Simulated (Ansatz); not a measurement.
GeOs:
```
GeOs
1.0
    3.53436     0.00000     0.00000
   -1.76718     3.06085     0.00000
    0.00000     0.00000     2.98573
Os Ge
1 1
Direct
  0.00000   0.00000   0.00000
  0.66667   0.33333   0.50000
```

Relaxed with PBE. Special points in fractions of this cell's reciprocal vectors: Γ (0.000, 0.000, 0.000); M (0.500, 0.000, 0.000); K (0.333, 0.333, 0.000); A (0.000, 0.000, 0.500); L (0.500, 0.000, 0.500); H (0.333, 0.333, 0.500).

### Question
List the band energies nearest the Fermi level at these points for PBE with spin–orbit coupling (plane waves, PAW; program Ansatz).

### Answer
In eV from the Fermi level; about four levels below and three above (degenerate sets whole), none deeper than 8.9 eV; points with the same levels are listed once.

```
k                    below                above
-  -----------------------  -------------------
Γ  -0.55 -0.55 -0.11 -0.11  3.67 3.67 5.07 5.07
M    -0.49 -0.49 0.00 0.00  0.80 0.80 7.86 7.86
K  -0.90 -0.86 -0.82 -0.43       0.26 0.82 8.98
A  -2.17 -2.17 -1.59 -1.59  2.06 2.06 4.88 4.88
L  -0.90 -0.90 -0.25 -0.25  0.59 0.59 3.39 3.39
H  -1.70 -1.23 -0.11 -0.05       2.35 2.39 2.76
```

Space group P-6m2. A made-up cell: these elements were put on the sites of a structure type; neither database checked (COD, Materials Project) lists it. Its standing as an ambient phase is unchecked. The cell was relaxed with PBE under the symmetry of its start; its stability against distortions is not shown here. No spin polarisation was allowed.

Potentials: the earlier of the program's two PAW sets.
